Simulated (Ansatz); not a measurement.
Tl (diamond, space group No. 227) under volume change, the program Ansatz at the PBEsol level (PAW), scaled uniformly.

```json
[
 {"V (Å³/atom)": "36.970", "E − E(relaxed) (meV/atom)": "?", "P (GPa)": "?"},
 {"V (Å³/atom)": "38.189", "E − E(relaxed) (meV/atom)": "10.1", "P (GPa)": "1.42"},
 {"V (Å³/atom)": "39.408", "E − E(relaxed) (meV/atom)": "2.4", "P (GPa)": "0.64"},
 {"V (Å³/atom)": "40.627", "E − E(relaxed) (meV/atom)": "0.0", "P (GPa)": "0.00"},
 {"V (Å³/atom)": "41.845", "E − E(relaxed) (meV/atom)": "2.1", "P (GPa)": "-0.53"},
 {"V (Å³/atom)": "43.064", "E − E(relaxed) (meV/atom)": "7.9", "P (GPa)": "-0.97"},
 {"V (Å³/atom)": "44.283", "E − E(relaxed) (meV/atom)": "?", "P (GPa)": "?"}
]
```

Problem. Some entries are withheld; supply them.

Solution. 
- 36.970, E − E(relaxed) (meV/atom): 24.3
- 36.970, P (GPa): 2.34
- 44.283, E − E(relaxed) (meV/atom): 16.7
- 44.283, P (GPa): -1.34

Problem. What does a third-order Birch–Murnaghan fit give for V₀, B₀ and B′?

Solution. V₀ = 40.63 Å³/atom, B₀ = 19.4 GPa, B′ = 5.2.

Space group Fd-3m (diamond). The start of the workflow was typed in or built on a structure type; neither database checked (COD, Materials Project) lists it. It is not the phase usual at ambient conditions (space group No. 194). The PBEsol relaxation kept the symmetry of its start. At this level the phase is mechanically unstable. Spin–orbit coupling is left out wherever it is not named.

Potentials: the later of the program's two PAW sets.
